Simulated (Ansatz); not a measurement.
## How the vibrations of Te$_{3}$W change with volume

These are results of DFT PBEsol, scalar-relativistic, plane waves, PAW (Ansatz 0.2.0), not measurements. Settings: 420 eV plane-wave cutoff, Γ-centred 8×8×8 mesh, Fermi-Dirac smearing of 0.15 eV. No spin polarisation. Phonons by linear response, acoustic sum rule imposed.

Relaxed structure:
```cif
data_structure
_symmetry_space_group_name_H-M 'Pm-3m'
_symmetry_Int_Tables_number 221
_cell_length_a 5.2985
_cell_length_b 5.2985
_cell_length_c 5.2985
_cell_angle_alpha 90.000
_cell_angle_beta 90.000
_cell_angle_gamma 90.000
_cell_volume 148.75
loop_
_atom_site_label
_atom_site_type_symbol
_atom_site_symmetry_multiplicity
_atom_site_Wyckoff_symbol
_atom_site_fract_x
_atom_site_fract_y
_atom_site_fract_z
_atom_site_occupancy
Te1 Te 3 d 0.00000 0.00000 0.50000 1
W1 W 1 a 0.00000 0.00000 0.00000 1
```

Its imaginary modes show that this cell, built by swapping an element in a database structure, isn't a minimum of the energy. In a metal, frequencies depend on the k mesh and the smearing, soft modes most. Spin–orbit coupling is left out, which can shift energies with elements as heavy as these.

Cells at 0.98 and 1.02 times the equilibrium volume were relaxed in shape and atoms; γ = −d ln ν / d ln V, modes matched by rank.

(1) Give the optical frequencies at Γ (cm⁻¹) at the three volumes and the mode Grüneisen parameters.

(2) What pressures hold the two strained cells, and what bulk modulus follows?

Results:

(1)
```json
{"0.98 V": "75i", "V": "75i", "1.02 V": "75i", "γ": "–", "degeneracy": "3"}
{"0.98 V": "38i", "V": "36i", "1.02 V": "33i", "γ": "–", "degeneracy": "3"}
{"0.98 V": "204", "V": "190", "1.02 V": "177", "γ": "3.51", "degeneracy": "3"}
```

i marks imaginary modes: the cell is unstable against these displacements at all three volumes, and γ isn't given for them.

(2) 1.27 GPa at 0.98 V and -1.14 GPa at 1.02 V, so B = −dP/d ln V ≈ 60 GPa.